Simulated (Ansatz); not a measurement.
Bi2Te2Se in space group R-3m (No. 166; Bi on 6c, Te on 6c, Se on 3a), r²SCAN+D4 (plane waves, PAW; program Ansatz), all energies at zero smearing, with the estimated change up to a 700 eV cutoff added, with one set of potentials and settings (totals compare only within such a set). Cell of 5 atoms (2 Bi, 2 Te, 1 Se): -44292.359 eV.

| element | reference phase | E (eV/atom) |
|---|---|---|
| Bi | R-3m, 2 atoms in the cell | -12411.2119 |
| Te | P3_121, 3 atoms in the cell | -6994.9777 |
| Se | P3_121, 3 atoms in the cell | -5478.2513 |

Formation energy per atom, worked out: (-44292.359 − 2×(-12411.2119) − 2×(-6994.9777) − 1×(-5478.2513))/5 = -0.346 eV/atom (-33 kJ per mol of atoms), at 0 K, without zero-point energy or fitted corrections.

The first step of the workflow began from a Materials Project structure, measured or hypothetical; the Crystallography Open Database copy checked does not list it. Whether it is the stable phase at ambient conditions was not checked. The r²SCAN+D4 relaxation kept the symmetry of its start; whether a distortion lowers the energy is not shown. The references are the lowest solids computed at this level, not always the standard phases. Scalar-relativistic: spin–orbit coupling is off unless named, which matters more the heavier the elements.

Potentials: the later of the program's two PAW sets.
